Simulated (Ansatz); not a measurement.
Values for one crystal, relaxed and computed with DFT-LDA in the program Ansatz with PAW potentials; other levels are named.

- Volume per atom: 15.54 Å³
- Band gap: 3.73 eV (indirect)
- Pressure derivative B′: 3.5
- Conduction-band minimum: at K (2 equivalent valleys)
- Electronic dielectric constant ε∞ (DFPT): 4.92 (xx = yy), 4.88 (zz)
- Vibrational entropy at 300 K: 25.5 J/(K·mol of atoms)
- Zero-point energy: 48.7 meV/atom

Task: Pick the material that matches.
A. CdSe, wurtzite
B. BaTiO3, cubic perovskite
C. BeTe, zinc blende
D. La2O3, La2O3 or Ni2Al3 type

Result: D, La2O3, La2O3 or Ni2Al3 type

Space group P-3m1 (La2O3 or Ni2Al3 type). The cell was relaxed with LDA under the symmetry of its start; phonons on a q-mesh show no instability. Spin–orbit coupling is left out wherever it is not named.

Potentials: the later of the program's two PAW sets.
